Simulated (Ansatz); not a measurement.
**BaC$_{2}$: computed property card**

BaC2:
```
BaC2
1.0
    2.59760     1.49973     2.46271
   -2.59760     1.49973     2.46271
    0.00000    -2.99945     2.46271
Ba C
1 2
Cartesian
  0.00000   0.00000   0.00000
  0.00000   0.00000   4.32096
  0.00000   0.00000   3.06719
```

Space group R-3m (No. 166); conventional cell a = b = 5.1952 Å, c = 7.3881 Å, α = β = 90.00°, γ = 120.00°.

Method: DFT-HSE06 in the program Ansatz with PAW potentials. The cell and atoms are relaxed at this level. Other levels are named where they apply.

**Cell and energy**

* **Volume per atom**: 19.19 Å³
* **Density**: 4.65 g/cm³

**Electronic structure**

- Band gap = 2.61 eV (indirect)
- Valence-band maximum = at T
- Conduction-band minimum = at Γ
- Smallest direct gap on the standard path = 3.24 eV
- Gap with spin–orbit coupling = 2.61 eV (at the special points and the edges found without it)

**Mechanics**

Bulk modulus (Birch–Murnaghan fit): 48.4 GPa
Pressure derivative B′: 4.4

The workflow started from a Materials Project entry (that database holds measured and hypothetical structures alike); the Crystallography Open Database copy checked does not list it. Its standing as an ambient phase is unchecked. The cell was relaxed with HSE06 under the symmetry of its start; its stability against distortions is not shown here. The hybrid was solved on a coarse mesh, the path and, where they were found, the r²SCAN edge points; its band edges are the extreme levels among these. Scalar-relativistic: spin–orbit coupling is off unless named, which matters more the heavier the elements.

Potentials: the later of the program's two PAW sets.
